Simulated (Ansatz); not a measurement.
**Structure relaxation, Y2Ti2O7**

The start is a generated cell, Y2Ti2O7 placed in the pyrochlore structure type. The cell and all atomic positions are relaxed at zero pressure with PBEsol (plane waves to 420 eV, PAW, scalar-relativistic; Ansatz, a first-principles code). The first steps use a coarse 3×3×3 k-mesh.

Initial structure:
```
Y2Ti2O7
1.0
    0.00000     5.04500     5.04500
    5.04500     0.00000     5.04500
    5.04500     5.04500     0.00000
Y Ti O
4 4 14
Direct
  0.12500   0.12500   0.12500
  0.12500   0.12500   0.62500
  0.12500   0.62500   0.12500
  0.62500   0.12500   0.12500
  0.62500   0.62500   0.62500
  0.62500   0.62500   0.12500
  0.62500   0.12500   0.62500
  0.12500   0.62500   0.62500
  0.54500   0.95500   0.95500
  0.95500   0.54500   0.54500
  0.95500   0.54500   0.95500
  0.54500   0.95500   0.54500
  0.95500   0.95500   0.54500
  0.54500   0.54500   0.95500
  0.70500   0.29500   0.70500
  0.29500   0.70500   0.29500
  0.29500   0.70500   0.70500
  0.70500   0.29500   0.29500
  0.29500   0.29500   0.70500
  0.70500   0.70500   0.29500
  0.00000   0.00000   0.00000
  0.25000   0.25000   0.25000
```

Task: How large is the pressure on the unrelaxed cell, and of which sign?

Result: -2.5 GPa (negative: the cell is under tension).

Task: Which atoms feel the largest initial force, and how large is it?

Result: 0.01 eV/Å, on O9, O10, O11, O12, O13, O14, O15, O16 and others (atoms numbered as listed).

Task: By how much does the energy per atom fall from start to end?

Result: 1 meV/atom.

Task: How does the volume change?

Result: -1.3 %, from 11.67 to 11.52 Å³/atom.

Task: How do the shortest distances between atoms change?

Result: The closest pairs of elements (up to four, under 3.6 Å), start → end: O–Ti 1.96 → 1.95 Å; O–Y 2.18 → 2.18 Å; O–O 2.60 → 2.59 Å; Y–Y 3.57 → 3.55 Å.

The space group stays Fd-3m (No. 227) (the run could not lower it), with 22 atoms in the primitive cell. Final values are on a 5×5×5 k-mesh of the relaxed cell. No spin polarisation in the result.

The run could not lose the symmetry of its start.

The first start was generated by placing the elements on the sites of a structure type. A measured structure of Y2Ti2O7 has the same space group, Fd-3m (No. 227); the sites were not compared with it.
